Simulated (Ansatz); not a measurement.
**Data sheet: NbSi2 (DFT)**

NbSi2:
```xyz
6
Lattice="-3.0576 3.0576 2.7139 3.0576 -3.0576 2.7139 3.0576 3.0576 -2.7139" Properties=species:S:1:pos:R:3 pbc="T T T"
Si     0.8968     3.9544     0.0000
Si     0.8968     2.1608     2.7139
Si     2.1608     0.8968     0.0000
Si     2.1608    -0.8968     2.7139
Nb     0.0000     0.0000     1.3570
Nb     0.0000     0.0000     4.0709
```

Space group I4/mcm (No. 140); conventional cell a = 6.1152 Å, b = 6.1152 Å, c = 5.4279 Å, α = 90.00°, β = 90.00°, γ = 90.00°.

Method: DFT-PBE in the program Ansatz with PAW potentials. Geometry: relaxed at this level of theory. Other levels are named where they apply.

### Cell and energy

```json
{
  "volume_per_atom": "16.91 Å³",
  "density": "4.88 g/cm³",
  "Formation energy from the elements (no fitted shifts)": "-0.006 eV/atom"
}
```

### Electronic structure

```json
{
 "electronic_character": "metallic (no gap)",
 "Density of states at the Fermi level": "0.88 states/eV per atom (mean over ±0.08 eV)"
}
```

### Mechanics

```json
{
  "Bulk modulus (Birch–Murnaghan fit)": "132 GPa",
  "Pressure derivative B′": "3.9"
}
```

A made-up cell: these elements were put on the sites of a structure type; neither database checked (COD, Materials Project) lists it. COD files the formula under space group No. 180, 181, so this cell is another polymorph or a model. Its standing as an ambient phase is unchecked. Symmetry was held in the PBE relaxation; its stability against distortions is not shown here. The run is not spin-polarised. The references are the lowest solids computed at this level, not always the standard phases. Spin–orbit coupling is left out wherever it is not named.

Potentials: the later of the program's two PAW sets.
